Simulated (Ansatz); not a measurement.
TlCu2S2:
```xyz
5
Lattice="-1.8845 1.8845 6.7939 1.8845 -1.8845 6.7939 1.8845 1.8845 -6.7939" Properties=species:S:1:pos:R:3 pbc="T T T"
Tl     0.0000     0.0000     0.0000
Cu     0.0000     1.8845     3.3970
Cu     1.8845     0.0000     3.3970
S      0.0000     0.0000     4.7678
S      0.0000     0.0000     8.8200
```

Relaxed with r²SCAN+D4.

Q: Give the Bader charges and basin volumes of the independent atoms, plane-wave PAW r²SCAN+D4 (Ansatz code).

A: 

```json
[
 {"atom": "Tl1", "Bader charge (e)": "+0.65", "Bader volume (Å³)": "27.5"},
 {"atom": "Cu2", "Bader charge (e)": "+0.55", "Bader volume (Å³)": "11.8"},
 {"atom": "S4", "Bader charge (e)": "-0.87", "Bader volume (Å³)": "22.6"}
]
```

Space group I4/mmm. The workflow started from an entry of the Crystallography Open Database (COD). Its standing as an ambient phase is unchecked. The cell was relaxed with r²SCAN+D4 under the symmetry of its start; its stability against distortions is not shown here. The run is not spin-polarised. Spin–orbit coupling is left out wherever it is not named.

Potentials: the later of the program's two PAW sets.
